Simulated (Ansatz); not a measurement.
LiF (rock salt), relaxed and computed with several functionals in Ansatz (plane waves, PAW). Much of their spread follows the volume that each gives.

```json
[
 {"functional": "LDA", "V (Å³/atom)": "7.46", "B₀ by P(V) fit (GPa)": "86.9"},
 {"functional": "PBE", "V (Å³/atom)": "8.41", "B₀ by P(V) fit (GPa)": "67.0"},
 {"functional": "HSE06", "V (Å³/atom)": "8.06", "B₀ by P(V) fit (GPa)": "73.5"},
 {"functional": "r²SCAN", "V (Å³/atom)": "7.94", "B₀ by P(V) fit (GPa)": "?"}
]
```

Problem. Fit a straight line to ln B₀ against ln V and predict the withheld value.

Solution. Least squares on the 3 shown rows: ln B₀ = -2.17 × ln V + (8.826), with a scatter of 0.0 %. For r²SCAN this gives 75.9. The run itself gave 77.5, a miss of 2.1 % of that, well beyond the scatter: the line misses something about this case.

All cells were relaxed under the symmetry of their starts (and spin orders); stability against distortions was not tested throughout.

Potentials: the earlier of the program's two PAW sets. The files were generated under PBE; for other functionals the program regenerates the frozen cores, and for LDA and PBEsol the local potential too.

Ansatz (an electronic-structure program) is a plane-wave DFT program.
